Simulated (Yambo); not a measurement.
Yambo run on Mg2Si (space group Fm-3m, No. 225). The wavefunctions are PBEsol (pw.x of Quantum ESPRESSO, ONCV potentials, no spin-orbit coupling) ones on a 4×4×4 mesh (12 occupied bands); a = b = c = 4.472 Å, α = β = γ = 60.00°.

Yambo input:

```
rim_cut
gw0
dyson
el_el_corr
HF_and_locXC
ppa
em1d
RandQpts= 1000000
RandGvec= 1 Ry
EXXRLvcs= 84 Ry
VXCRLvcs= 336 Ry
Chimod= "HARTREE"
% BndsRnXp
 9 | 143 |
%
NGsBlkXp= 10 Ry
% LongDrXp
 1.0 | 1.0 | 1.0 |
%
PPAPntXp= 27.2114 eV
% GbndRnge
 1 | 143 |
%
GTermKind= "none"
DysSolver= "n"
ExtendOut
% QPkrange
 1 | 1 | 12 | 13 |
 7 | 7 | 13 | 13 |
%
```

k points by index: 1 = Γ, 7 = X.

Resulting energies as the program prints them:

```
#    K-point    Band    Eo [eV]    E [eV]    E-Eo [eV]    Vxc [eV]    Vnlxc [eV]    Sc|Eo [eV]    Sc|E [eV]    dSc/dw|Eo [eV]    Re(Z)    Im(Z)
#
    1    12    0.000000    -0.580471    -0.580471    -10.06019    -11.31859    0.486321    0.677930    -8.980671    0.751855    -0.002070
    1    13    1.867203    1.866602    -0.600562E-3    -9.289179    -5.193904    -4.096007    -4.095875    -8.485614    0.762283    -0.001957
    7    13    0.113821    0.101332    -0.012490    -7.885228    -4.520752    -3.380552    -3.376965    -7.913758    0.774693    -0.001986
```
(The two width columns are left out.) Convergence of these settings isn't established.

Geometry relaxed with PBEsol.
